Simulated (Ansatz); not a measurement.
The end point of a relaxation of KCl. Space group Fm-3m (No. 225), rock salt type. Level of theory: PBE (plane waves to 420 eV, PAW, scalar-relativistic; Ansatz, an electronic-structure program).

```xyz
2
Lattice="0.0000 3.1906 3.1906 3.1906 0.0000 3.1906 3.1906 3.1906 0.0000" Properties=species:S:1:pos:R:3 pbc="T T T"
Cl     0.0000     0.0000     0.0000
K      3.1906     3.1906     3.1906
```

```yaml
volume_per_atom: 32.48 Å³
density: 1.91 g/cm³
band_gap: 5.05 eV, direct at Γ (no spin-orbit coupling)
shortest_distances: Cl–K 3.19 Å
k-mesh: 9×9×9
```

Band energies at high-symmetry points (eV from the VBM; labels of this space group; no spin-orbit coupling), from −5 eV up to 8.0 eV:

```
point                     energies
-----  ---------------------------
Γ              0.00 0.00 0.00 5.05
X           -0.63 -0.21 -0.21 6.56
U           -0.54 -0.51 -0.27 7.25
K           -0.54 -0.51 -0.27 7.25
L           -0.98 -0.29 -0.29 7.46
W      -0.45 -0.45 -0.45 7.96 7.96
```

No spin polarisation in the result.

Measured for KCl: a 6.248 Å (0 K or low temperature; as listed in Klaus Doll, Hermann Stoll, Phys. Rev. B (1997)); gap 8.7 eV (as listed in Aguado et al., arXiv (1998)). Computed minus measured — a: PBE +2.1 %; gap: PBE -3.65 eV. The computed values are for a static lattice, and a measured gap can be an optical one, lowered by exciton binding.

The run could not lose the symmetry of its start; a randomly shaken copy of 2 atoms returns to this structure.

All atoms sit on sites fixed by symmetry, so only the cell could relax.
